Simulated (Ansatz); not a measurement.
# Structures of AlN₂: which is lowest?

Plane-wave DFT in Ansatz with scalar-relativistic PAW potentials, cutoff 420 eV, Γ-centred meshes chosen by cell and gap, Gaussian smearing with energies taken to zero width. Every cell was relaxed (cell and atoms) in a run of its own, within the symmetry of its start. Functional: PBE.

Relaxed structures (starts from databases or built by putting these elements on another compound's sites):
A. I4/mcm, 6 atoms in the computed cell, a = 4.294 Å, c = 5.280 Å; sites (symmetry × multiplicity) Al 422 × 4, N m.2m × 8; start: built
B. Pnnm, 6 atoms in the computed cell, a = 3.913 Å, b = 4.727 Å, c = 2.795 Å; sites (symmetry × multiplicity) Al ..2/m × 2, N ..m × 4; start: built

Task: Rank them by energy. Could pressure change the order?

Result:
| structure | group | E − E(lowest) (meV/atom) | V (Å³/atom) | gap on mesh (eV) |
| --- | --- | --- | --- | --- |
| B | Pnnm | 0.0 | 8.62 | 0.00 |
| A | I4/mcm | 403 | 8.11 | 0.00 |

B is lowest, 403 meV/atom under A. A is denser by 0.50 Å³/atom, so pressure favours it: ΔE/ΔV, with ΔE in eV and 1 eV/Å³ = 160.2 GPa, gives about 128 GPa for equal enthalpy if both cells were rigid; at such pressures compression changes ΔV much, so this is a scale only. Other structures may lie lower than all of these, and vibrations aren't counted.

Spin polarisation was left out, and a magnetic state may lie lower.